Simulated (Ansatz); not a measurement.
This cell of AlAs (zinc blende) is off equilibrium:

```yaml
crystal:
  lattice:
    - [0.00000, 2.98607, 2.98607]
    - [2.98607, 0.00000, 2.98607]
    - [2.98607, 2.98607, 0.00000]
  atoms:
    - { symbol: As, position: [0.75000, 0.75000, 0.75000] }
    - { symbol: Al, position: [0.00000, 0.00000, 0.00000] }
```

These are PBE (plane waves to 420 eV, PAW, scalar-relativistic; Ansatz, a first-principles code) values and carry that method's errors. k mesh 10×10×10 (Γ-centred), Fermi-Dirac smearing 0.05 eV. E stands for the smeared free energy. Compression counts positive. AlAs was relaxed with its symmetry unable to fall. The PAW data are Ansatz's earlier set.

**Question.** What is the stress tensor (GPa)?

**Answer.** 
```
   -6.4      0.0      0.0
    0.0     -6.4      0.0
    0.0      0.0     -6.4
```
The pressure, a third of the trace, is -6.4 GPa.

**Question.** It is the relaxed cell scaled evenly to V/V₀ = 1.133, atoms relaxed where free. What is its energy relative to the relaxed cell?

**Answer.** 69.8 meV/atom.

(Under strain, the slope of the energy per volume gives the stress and its curvature an elastic modulus.)
